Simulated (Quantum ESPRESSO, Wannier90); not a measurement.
W (bcc (W type)): Wannier90 run

```
W
1.0
   -1.58516     1.58516     1.58516
    1.58516    -1.58516     1.58516
    1.58516     1.58516    -1.58516
W
1
Direct
  0.00000   0.00000   0.00000
```

Structure: Materials Project mp-91, symmetrised, not relaxed again. This is the element's usual structure. Computed values, not measurements, from PBEsol: Quantum ESPRESSO (norm-conserving PseudoDojo potentials, cutoff 60 Ry, spinors with spin-orbit coupling) on a Γ-centred 10×10×10 mesh, then Wannier90. Density: 18×18×18 mesh, cold smearing 0.01 Ry.

Valence charges of the files: W 14. 42 bands were computed.

Isolated groups of bands, relative to the Fermi level (bands from 9 on overlap up to the last one computed):

```
bands  from (eV)  to (eV)  filling  weight on atomic waves
-----  ---------  -------  -------  ----------------------
1–2       -73.89   -73.66   filled               W 5s 97 %
3–4       -45.46   -44.90   filled               W 5p 99 %
5–8       -35.93   -34.80   filled               W 5p 98 %
```

Wanted is a model with the orbitals W s p d, without the filled groups that are mainly made of other shells (semicore states, and anion s where it isn't named); all higher bands stay in for disentanglement.

### Question
Give num_wann, exclude_bands and num_bands, and the number of electrons that the model holds.

### Answer
Electrons: 1×14 = 14, or 14.0 bands' worth; no gap over 0.05 eV opens at the Fermi level at this level of theory.
num_wann = 2 × (1×9) = 18.
exclude_bands = 1-8, 8 bands, so num_bands = 42 − 8 = 34.
The model holds 14 − 1×8 = 6 electrons. With the window frozen to 1.50 eV it follows pw.x to 3.5 meV rms (states up to 1.0 eV relative to the Fermi level).
